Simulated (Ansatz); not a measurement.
Level of theory: Ansatz, DFT, BLYP, plane waves (420 eV) with PAW, scalar-relativistic. (PAW data from PBE, frozen cores regenerated.)

An element in the diamond structure gives this curve. The cell is scaled uniformly from the relaxed one, with fractional coordinates and shape fixed. Energies are extrapolated to zero smearing, pressures are those at the given smearing. Magnetic state: spin not included.

| V (Å³/atom) | E − E₀ (meV/atom) | P (GPa) |
| --- | --- | --- |
| 28.510 | 46.9 | 4.42 |
| 29.806 | 19.1 | 2.56 |
| 31.102 | 4.5 | 1.13 |
| 32.398 | 0.0 | 0.04 |
| 33.694 | 3.2 | -0.81 |
| 34.990 | 12.4 | -1.46 |
| 36.286 | 26.1 | -1.96 |

(1) Which element is it?
A. lithium
B. silver
C. tantalum
D. aluminium

## Answers

(1) B. Its fit is V₀ = 32.45 Å³/atom, B₀ = 24 GPa, B₀′ = 5.6.
